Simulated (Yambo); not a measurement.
Yambo run on CsLiSO5H4 (space group Cm, No. 8). The wavefunctions are PBEsol (Quantum ESPRESSO, PseudoDojo norm-conserving, 84 Ry, scalar-relativistic) ones on a 2×2×2 mesh (26 occupied bands); a = b = 6.710 Å, c = 4.812 Å, α = β = 107.13°, γ = 50.65°.

Yambo input:

```
rim_cut
gw0
dyson
el_el_corr
HF_and_locXC
ppa
em1d
RandQpts= 1000000
RandGvec= 1 Ry
EXXRLvcs= 84 Ry
VXCRLvcs= 336 Ry
Chimod= "HARTREE"
% BndsRnXp
 2 | 106 |
%
NGsBlkXp= 7 Ry
% LongDrXp
 1.0 | 1.0 | 1.0 |
%
PPAPntXp= 27.2114 eV
% GbndRnge
 1 | 226 |
%
GTermKind= "BG"
DysSolver= "n"
ExtendOut
% QPkrange
 1 | 1 | 27 | 27 |
 3 | 3 | 26 | 27 |
 6 | 6 | 26 | 26 |
%
```

k points by index: 1 = Γ, 3 = (0, -0.5, 0), 6 = (-0.5, -0.5, -0.5).

Resulting energies as the program prints them:

```
#    K-point    Band    Eo [eV]    E [eV]    E-Eo [eV]    Vxc [eV]    Vnlxc [eV]    Sc|Eo [eV]    Sc|E [eV]    dSc/dw|Eo [eV]    Re(Z)    Im(Z)
#
    1    27    4.415344    5.471486    1.056142    -8.431664    -4.531929    -2.692160    -2.843592    -3.901317    0.874606    -0.869420E-3
    3    26    -0.291238    -1.653061    -1.361823    -16.57126    -20.75216    2.515408    2.819074    -6.067291    0.817681    -0.001144
    3    27    4.576538    5.931534    1.354996    -10.26106    -5.975875    -2.713554    -2.930192    -4.350304    0.862164    -0.926623E-3
    6    26    0.000000    -1.316182    -1.316182    -17.23617    -21.43965    2.587821    2.887303    -6.191187    0.814648    -0.001150
```
(The two width columns are left out.) Convergence of these settings isn't established.

Geometry of the Materials Project entry, not relaxed at this level.
